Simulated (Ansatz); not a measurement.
**Generalised stacking fault in Cu**

All numbers below come from DFT PBEsol, scalar-relativistic, plane waves, PAW in Ansatz 0.2.0. Cutoff 420 eV, Γ-centred 21×21×3 k-points, Gaussian smearing of 0.15 eV. No spin polarisation. Energies are free energies at this smearing, counted from the undisturbed cell; pressure is positive in compression.

The undisturbed cell (relaxed at this level; with this scan's settings it stands at -0.1 GPa; this form isn't the usual structure):

```
Cu
1.0
    -2.51980    0.00000    0.00000
    -1.25990   -2.18221    0.00000
     0.00000    0.00000   16.47051
Cu
8
Cartesian
  0.0000 0.0000 7.2058
  0.0000 0.0000 15.4411
  -1.2599 -0.7274 1.0294
  -1.2599 -0.7274 9.2647
  0.0000 0.0000 3.0882
  0.0000 0.0000 11.3235
  -2.5198 -1.4548 5.1470
  -2.5198 -1.4548 13.3823
```

The cut lies on the cell's a–b face, a (0 0 1) plane (indices in the standard cell, whose axes needn't be the Cartesian ones shown) of area 5.50 Å², between layers 2.06 Å apart. Vector c is tilted by f times 1·a + 1·b (length 4.364 Å) with the atoms' Cartesian places fixed: one unrelaxed fault a cell. The cell is metallic on the mesh throughout.

```
     f  γ (mJ/m²)
0.0000          0
0.1667        192
0.3333          0
0.5000        837
0.6667       2024
```

Task: Predict the shear traction, the slope of γ along the slip (GPa) at each point.

Result:
```csv
f,"shear traction, the slope of γ along the slip (GPa)"
0.0000,0.0
0.1667,0.1
0.3333,-0.1
0.5000,22.2
0.6667,0.1
```